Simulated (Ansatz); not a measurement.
GaS:
```cif
data_Ga2S2
_chemical_formula_sum 'Ga2 S2'
_space_group_name_H-M_alt 'P 1'
_space_group_IT_number 1
_cell_length_a 7.84895
_cell_length_b 7.84895
_cell_length_c 7.84895
_cell_angle_alpha 26.114
_cell_angle_beta 26.114
_cell_angle_gamma 26.114
loop_
_space_group_symop_operation_xyz
  'x, y, z'
loop_
_atom_site_label
_atom_site_type_symbol
_atom_site_fract_x
_atom_site_fract_y
_atom_site_fract_z
_atom_site_occupancy
Ga1 Ga 0.94709 0.94709 0.94709 1
Ga2 Ga 0.05291 0.05291 0.05291 1
S1 S 0.23317 0.23317 0.23317 1
S2 S 0.76683 0.76683 0.76683 1
```

Relaxed with LDA. 

Problem. HSE06 on this cell (Ansatz, a quantum-chemistry and plane-wave program, PAW) gives a gap of 2.24 eV. What does LDA give?

Solution. 1.40 eV.

Cost on shared cores: the LDA run (SCF on a 9×9×9 mesh, then bands and DOS) about 50 core-seconds (a rough figure), the HSE06 run (SCF on 7×7×7, then a few points) around 19 core-minutes (rough); the tasks are unlike.

Space group R-3m. The workflow started from a Materials Project entry (that database holds measured and hypothetical structures alike); the Crystallography Open Database copy checked does not list it. COD files the formula under space group No. 194. Whether it is the stable phase at ambient conditions was not checked. The LDA relaxation kept the symmetry of its start; whether a distortion lowers the energy is not shown. A crystal of weakly bound layers computed without a dispersion correction: the cell and the soft elastic constants depend strongly on that. Spin–orbit coupling is left out wherever it is not named.

Potentials: the later of the program's two PAW sets.

Ansatz is a plane-wave DFT program.
